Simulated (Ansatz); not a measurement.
Starting cell, HfO2 (tetragonal-ZrO2 type, space group P4_2/nmc):

```
CELL_PARAMETERS angstrom
      3.56753     0.00000     0.00000
      0.00000     3.56753     0.00000
      0.00000     0.00000     5.16669
ATOMIC_POSITIONS crystal
  Hf 0.00000 0.00000 0.00000
  Hf 0.50000 0.50000 0.50000
  O  0.00000 0.50000 0.20010
  O  0.00000 0.50000 0.70010
  O  0.50000 0.00000 0.29990
  O  0.50000 0.00000 0.79990
```

In this cell atom 6 (O, nearest neighbour Hf at 2.062 Å; its periodic images, 3.6 Å or more away, move with it) is moved by s along Cartesian [110], unit vector (0.707, 0.707, 0.000); all other atoms and the cell stay fixed.

Method: PBEsol (plane waves to 420 eV, PAW, scalar-relativistic; Ansatz, a first-principles code). k mesh 8×8×5 (Γ-centred), Fermi-Dirac smearing 0.05 eV. Energies are smeared free energies. Left out: 4 of 11 points, with atoms too close for the PAW data. HfO2 is run without spin polarisation. HfO2 was relaxed with its symmetry unable to fall. Spin-orbit coupling is left out, though Hf is heavy. The PAW data are Ansatz's earlier set. This is a high-temperature form of HfO2. ΔE is measured from the undisplaced structure.

```tsv
s (Å)	ΔE (meV/cell)
-0.372	866
-0.248	379
-0.124	94
0.000	0
0.124	94
0.248	379
0.372	866
```

### Question
What force constant k = d²E/ds² at s = 0 does the table give?

### Answer
12 eV/Å². It is the second difference of the nearest points, corrected with the next pair.

### Question
With k = 12.16 eV/Å² from the forces, is the well harmonic out to s = 0.372 Å?

### Answer
½ks² = 842 meV/cell against the computed 866 meV/cell, so the well is close to harmonic there.

(For displaced atoms, the force is minus the slope of the energy, and its curvature is a force constant, which sets phonon frequencies.)
